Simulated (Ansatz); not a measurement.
Relax this structure to zero stress and force, keeping its symmetry:

```cif
data_structure
_symmetry_space_group_name_H-M 'I4/mmm'
_symmetry_Int_Tables_number 139
_cell_length_a 3.7640
_cell_length_b 3.7640
_cell_length_c 9.2020
_cell_angle_alpha 90.000
_cell_angle_beta 90.000
_cell_angle_gamma 90.000
_cell_volume 130.37
loop_
_atom_site_label
_atom_site_type_symbol
_atom_site_symmetry_multiplicity
_atom_site_Wyckoff_symbol
_atom_site_fract_x
_atom_site_fract_y
_atom_site_fract_z
_atom_site_occupancy
Li1 Li 2 a 0.00000 0.00000 0.00000 1
Ni1 Ni 4 d 0.00000 0.50000 0.25000 1
P1 P 4 e 0.00000 0.00000 0.38280 1
```

All numbers below come from DFT r2SCAN, scalar-relativistic, plane waves, PAW in Ansatz 0.2.0.

Settings: cutoff 500 eV, Γ-centred mesh 14×14×14 on the computed 5-atom cell, Gaussian smearing of 0.10 eV; no spin polarisation.

**Question.** What does it relax to?

**Answer.** The volume falls by 0.29 Å³/atom to 12.75 Å³/atom, and the energy falls by 3.9 meV/atom. Final structure:
```
Li Ni P
1.0
    -1.86808    1.86808    4.56628
     1.86808   -1.86808    4.56628
     1.86808    1.86808   -4.56628
Li Ni P
1 2 2
Cartesian
  0.0000 0.0000 0.0000
  0.0000 1.8681 2.2831
  1.8681 0.0000 2.2831
  0.0000 0.0000 3.4850
  0.0000 0.0000 5.6475
```

Cost: 1 run of about 7.2 core-minutes, on Arm Neoverse V2 (shared hosts).